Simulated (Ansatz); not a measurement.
A relaxed cell of BaTiO3 (R3m (No. 160)), relaxed on a k-mesh at least as fine as the one used below. Level of theory: r2SCAN (plane waves to 500 eV, PAW, scalar-relativistic; Ansatz, a first-principles code). Γ-centred k-mesh 8×8×4 on the run's cell, Fermi–Dirac smearing 0.05 eV.

```
BaTiO3
1.0
    2.84002     1.63969     2.33139
   -2.84002     1.63969     2.33139
    0.00000    -6.55875     4.66278
Ba Ti O
2 2 6
Direct
  0.47284   0.47284   0.23642
  0.47284   0.47284   0.73642
  0.95939   0.95939   0.47969
  0.95939   0.95939   0.97969
  0.49546   0.98586   0.49293
  0.49546   0.98586   0.99293
  0.98586   0.98586   0.24773
  0.98586   0.98586   0.74773
  0.98586   0.49546   0.49293
  0.98586   0.49546   0.99293
```

The atoms are displaced by (Å):

| atom | ux | uy | uz |
|---|---|---|---|
| Ba1 | -0.005 | 0.037 | -0.028 |
| Ba2 | 0.040 | -0.168 | -0.111 |
| Ti3 | -0.057 | -0.021 | -0.027 |
| Ti4 | 0.084 | 0.173 | 0.061 |
| O5 | -0.126 | -0.041 | -0.035 |
| O6 | 0.220 | 0.081 | -0.054 |
| O7 | -0.095 | 0.049 | -0.005 |
| O8 | -0.021 | -0.043 | -0.117 |
| O9 | -0.050 | 0.006 | 0.150 |
| O10 | 0.018 | 0.142 | 0.075 |

Q: What forces (eV/Å) and pressure result?

A: 
```json
[
 {"atom": "Ba1", "Fx": "0.00", "Fy": "-0.07", "Fz": "0.38"},
 {"atom": "Ba2", "Fx": "-0.03", "Fy": "1.91", "Fz": "0.75"},
 {"atom": "Ti3", "Fx": "0.08", "Fy": "0.51", "Fz": "0.01"},
 {"atom": "Ti4", "Fx": "-0.32", "Fy": "-2.01", "Fz": "-0.31"},
 {"atom": "O5", "Fx": "0.62", "Fy": "0.64", "Fz": "0.43"},
 {"atom": "O6", "Fx": "-2.04", "Fy": "-0.47", "Fz": "0.03"},
 {"atom": "O7", "Fx": "0.22", "Fy": "-0.44", "Fz": "0.33"},
 {"atom": "O8", "Fx": "-0.12", "Fy": "1.19", "Fz": "0.58"},
 {"atom": "O9", "Fx": "0.22", "Fy": "-0.30", "Fz": "-1.51"},
 {"atom": "O10", "Fx": "1.37", "Fy": "-0.93", "Fz": "-0.70"}
]
```

Pressure +3.0 GPa.

Q: Estimate the energy cost of the displacement in the harmonic approximation and compare with the calculation.

A: For a harmonic well ΔE = −½ Σ F·u = 0.999 eV a cell, or 100 meV/atom. The calculated energy relative to the undisplaced cell is +98 meV/atom, so the harmonic estimate holds well.

No spin polarisation in the result.

The run that gave the undisplaced cell could not lose the symmetry of its start; a randomly shaken copy of 10 atoms returns to this structure.

The first start was generated by placing the elements on the sites of a structure type. A measured structure of BaTiO3 has the same space group, R3m (No. 160); the sites were not compared with it. Another known form has space group No. 99.
